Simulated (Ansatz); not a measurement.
A relaxed cell of Al2BN3 is given with its symmetry left out. The cell was found from a structure generator's guess, not taken from experiment.

Method: DFT PBE, scalar-relativistic, plane waves, PAW (Ansatz). Cutoff 420 eV, Γ-centred mesh, Gaussian smearing, no spin polarisation.

```
Al B N
1.0
    -1.45414    1.45414    6.38088
     1.45414   -1.45414    6.38088
     1.45414    1.45414   -6.38088
Al B N
2 1 3
Cartesian
  0.0000 0.0000 8.4074
  0.0000 0.0000 4.3543
  0.0000 0.0000 0.0000
  1.4541 0.0000 5.5253
  1.4541 0.0000 0.8556
  0.0000 1.4541 3.1904
```

The zero of energy is the elements' standard structures at the same level (N₂ as a molecule); no fitted shifts are applied.

**Question.** What space group does it have?

**Answer.** I-4m2 (No. 119), with Al and B ordered on zinc blende sites. Conventional cell: a = 2.908 Å, c = 12.762 Å. Al is surrounded by 4 N at 1.86–1.87 Å; B is surrounded by 4 N at 1.69 Å; around N on a site of symmetry 2mm lie 2 B at 1.69 Å and 2 Al at 1.87 Å; N on a site of symmetry -4m2 is surrounded by 4 Al at 1.86 Å.

**Question.** How far does it lie from the elements in energy?

**Answer.** −1.016 eV/atom.

**Question.** Is it a metal?

**Answer.** No, the gap on the 12×12×12 mesh is 2.99 eV.

The last run used a 12×12×12 mesh for its 6-atom cell and Gaussian smearing of 0.02 eV. Kohn–Sham gaps at this level usually fall short of measured ones. A structure relaxed within its symmetry needn't be a true minimum. Another cell of Al2BN3 relaxed alike, in Cm, lies 84 meV/atom lower, so this cell isn't the stable form at this level.
